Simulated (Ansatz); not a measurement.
**Optical constants of SrCaSO**

Method: Ansatz, DFT PBE, scalar-relativistic, plane waves, PAW. Cutoff 420 eV, 8×8×6 k-points (Γ-centred), Gaussian smearing of 0.01 eV. No spin polarisation.

Relaxed structure:
```yaml
crystal:
  lattice:
    - [4.01471, 0.00000, 0.00000]
    - [0.00000, 4.01471, 0.00000]
    - [0.00000, 0.00000, 5.37019]
  atoms:
    - { symbol: Sr, position: [0.00000, 0.00000, 0.00000] }
    - { symbol: Ca, position: [0.50000, 0.50000, 0.50000] }
    - { symbol: S, position: [0.50000, 0.50000, 0.00000] }
    - { symbol: O, position: [0.00000, 0.00000, 0.50000] }
```

The cell was built by swapping an element in a database structure (itself possibly hypothetical) and relaxing; it need not be the stable form of this composition.

Independent-particle response (no local fields, no excitons) on a 12×12×8 mesh, broadened by 0.1 eV. Light polarised along z. The bands above those solved add 0.18 to ε₁ at zero frequency; that share is added as a constant.

Q: Tabulate n, κ, the reflectivity and the absorption coefficient against photon energy.

A:
```tsv
E (eV)	n	κ	R	α (10⁵ cm⁻¹)
0.2	2.20	0.00	0.14	0.00
0.6	2.21	0.00	0.14	0.00
1.0	2.23	0.00	0.14	0.00
1.4	2.26	0.00	0.15	0.00
1.8	2.31	0.00	0.16	0.00
2.2	2.38	0.00	0.17	0.00
2.6	2.51	0.00	0.19	0.00
3.0	2.85	0.22	0.23	0.67
3.4	2.70	0.57	0.23	1.98
3.8	2.56	0.71	0.22	2.73
4.2	2.45	0.82	0.22	3.47
4.6	2.29	0.83	0.20	3.88
5.0	2.32	0.79	0.20	4.02
5.4	2.30	1.01	0.23	5.51
5.8	2.07	1.00	0.21	5.91
6.2	2.08	0.85	0.19	5.37
6.6	2.36	0.82	0.21	5.49
7.0	2.73	1.45	0.32	10.30
7.4	1.79	2.10	0.41	15.79
```

Q: Where is the highest local maximum of ε₂ between 0.3 and 8 eV?

A: At 7.2 eV, where ε₂ = 9.7.

Q: How do the static value and the gaps compare?

A: ε₁(0) = 4.83; on the self-consistent k mesh the Kohn–Sham gap is 2.20 eV and the least direct gap 2.20 eV.